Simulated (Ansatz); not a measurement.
A distorted cell of K2NaInP2 (space group Ibam):

```yaml
crystal:
  lattice:
    - [-3.33162, 7.50712, 3.32740]
    - [3.33162, -7.50712, 3.32740]
    - [3.33162, 7.50712, -3.32740]
  atoms:
    - { symbol: K, position: [0.82369, 0.24465, 0.06833] }
    - { symbol: K, position: [0.17631, 0.75535, 0.93167] }
    - { symbol: K, position: [0.67631, 0.74465, 0.42096] }
    - { symbol: K, position: [0.32369, 0.25535, 0.57904] }
    - { symbol: Na, position: [0.25000, 0.25000, 0.00000] }
    - { symbol: Na, position: [0.75000, 0.75000, 0.00000] }
    - { symbol: In, position: [0.75000, 0.25000, 0.50000] }
    - { symbol: In, position: [0.25000, 0.75000, 0.50000] }
    - { symbol: P, position: [0.59835, 0.21352, 0.81187] }
    - { symbol: P, position: [0.40165, 0.78648, 0.18813] }
    - { symbol: P, position: [0.90165, 0.71352, 0.61516] }
    - { symbol: P, position: [0.09835, 0.28648, 0.38484] }
```

All values below come from PBEsol (plane waves to 420 eV, PAW, scalar-relativistic; Ansatz, an electronic-structure program). k mesh 6×6×6 (Γ-centred), Fermi-Dirac smearing 0.05 eV. E stands for the smeared free energy. Stress and pressure are positive under compression. K2NaInP2 was relaxed with its symmetry unable to fall.

Q: Give the stress tensor in GPa and the pressure.

A: 
```
  -0.71     0.00     0.00
   0.00    -0.78     0.00
   0.00     0.00    -0.81
```
The pressure, a third of the trace, is -0.77 GPa.

Q: It is the relaxed cell scaled evenly to V/V₀ = 1.033, atoms relaxed where free. What is its energy relative to the relaxed cell?

A: 2.2 meV/atom.

(Under strain, the slope of the energy per volume gives the stress and its curvature an elastic modulus.)
